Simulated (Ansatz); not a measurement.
ZnHgS2 in space group R3m (No. 160; Zn on 3a, Hg on 3a, S on 3a, S on 3a), PBEsol (plane waves, PAW; program Ansatz). The conduction-band minimum lies at Γ, with 1 equivalent valley. Second derivatives d²E/dk² of the lowest band at one valley (eV·Å²), along Cartesian directions:

| direction | d²E/dk² |
|---|---|
| [100] | 146.4 |
| [010] | 146.4 |
| [001] | 99.16 |
| [110] | 146.4 |
| [101] | 122.8 |
| [011] | 122.8 |

Problem. Find the principal effective masses, the density-of-states mass and the conductivity mass.

Solution. Off-diagonal terms follow from H_xy = H[110] − (H_xx + H_yy)/2, and m*/mₑ = 7.620 eV·Å² over each eigenvalue: 0.052, 0.052, 0.077. One valley's DOS mass (m₁m₂m₃)^(1/3) = 0.059, conductivity mass 3/(Σ 1/mᵢ) = 0.058 mₑ.

Problem. What effective density of states Nc follows at 300 K for parabolic valleys?

Solution. Nc = 2.509e19 × 1 × (0.059)^(3/2) ≈ 3.6e17 cm⁻³.

The first step of the workflow began from a Materials Project structure, measured or hypothetical; the Crystallography Open Database copy checked does not list it. Its standing as an ambient phase is unchecked. Symmetry was held in the PBEsol relaxation; of distortions, only those at the zone centre were tested. Scalar-relativistic: spin–orbit coupling is off unless named, which matters more the heavier the elements.

Potentials: the later of the program's two PAW sets.

Edges and masses are those of Kohn–Sham bands, whose gap is no quasiparticle gap.
